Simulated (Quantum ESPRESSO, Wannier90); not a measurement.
Wannier functions of PbI2 (CdI2 type)

```xyz
3
Lattice="4.6127 0.0000 0.0000 -2.3063 3.9947 0.0000 0.0000 0.0000 7.2570" Properties=species:S:1:pos:R:3 pbc="T T T"
Pb     0.0000     0.0000     0.0000
I     -2.3063     1.3316    -1.8799
I      2.3063    -1.3316     1.8799
```

Materials Project entry mp-22893; symmetrised, unrelaxed at this level. COD (Crystallography Open Database) has the formula in 4 space groups, this one among them (matched by group alone). Level: PBEsol, spinors with spin-orbit coupling; pw.x of Quantum ESPRESSO at 56 Ry with PseudoDojo potentials, 6×6×4 k-points, Wannier90. Density: 12×12×4 mesh, cold smearing 0.01 Ry.

A tight-binding model is made by disentanglement and projection with no localisation steps (num_iter = 0), so the 24 orbitals stay atom-like: hydrogen-like Pb: s;p; I: s;p, axes along x, y, z; frozen window up to 4.58 eV relative to the valence-band maximum. It follows pw.x to 1.1 meV rms for states up to 2.5 eV relative to the valence-band maximum. Matrix elements depend on this choice of orbitals and windows.

The 30 largest hoppings ⟨m,0|H|n,R⟩ between different sites (one of each Hermitian pair; signs follow the real orbitals' lobes; the list may end inside a set of equal values):

```csv
m,n,R,distance of the centres (Å),t (eV),Im t (eV)
Pb1 py↑,I3 py↑,0 1 0,3.31,0.952,0.000
Pb1 py↓,I3 py↓,0 1 0,3.31,0.952,0.000
I2 py↑,Pb1 py↑,0 1 0,3.31,0.952,0.000
I2 py↓,Pb1 py↓,0 1 0,3.31,0.952,0.000
Pb1 pz↑,I3 py↑,0 1 0,3.31,0.924,0.000
Pb1 pz↓,I3 py↓,0 1 0,3.31,0.924,0.000
I2 py↑,Pb1 pz↑,0 1 0,3.31,0.924,0.000
I2 py↓,Pb1 pz↓,0 1 0,3.31,0.924,0.000
Pb1 py↑,I3 pz↑,0 1 0,3.28,0.887,0.000
Pb1 py↓,I3 pz↓,0 1 0,3.28,0.887,0.000
I2 pz↑,Pb1 py↑,0 1 0,3.28,0.887,0.000
I2 pz↓,Pb1 py↓,0 1 0,3.28,0.887,0.000
Pb1 pz↑,I2 px↑,1 0 0,3.29,-0.800,-0.006
Pb1 pz↓,I2 px↓,1 0 0,3.29,-0.800,0.006
I3 px↑,Pb1 pz↑,1 0 0,3.29,-0.800,0.006
I3 px↓,Pb1 pz↓,1 0 0,3.29,-0.800,-0.006
I2 px↑,Pb1 pz↑,0 0 0,3.29,0.800,0.006
I2 px↓,Pb1 pz↓,0 0 0,3.29,0.800,-0.006
I3 px↑,Pb1 pz↑,0 0 0,3.29,0.800,0.006
I3 px↓,Pb1 pz↓,0 0 0,3.29,0.800,-0.006
Pb1 px↑,I2 pz↑,1 0 0,3.28,-0.769,0.007
Pb1 px↓,I2 pz↓,1 0 0,3.28,-0.769,-0.007
I3 pz↑,Pb1 px↑,1 0 0,3.28,-0.769,-0.007
I3 pz↓,Pb1 px↓,1 0 0,3.28,-0.769,0.007
I2 pz↑,Pb1 px↑,0 0 0,3.28,0.769,-0.007
I2 pz↓,Pb1 px↓,0 0 0,3.28,0.769,0.007
I3 pz↑,Pb1 px↑,0 0 0,3.28,0.769,-0.007
I3 pz↓,Pb1 px↓,0 0 0,3.28,0.769,0.007
Pb1 s↑,I3 py↑,0 1 0,3.31,0.747,0.000
Pb1 s↓,I3 py↓,0 1 0,3.31,0.747,0.000
```
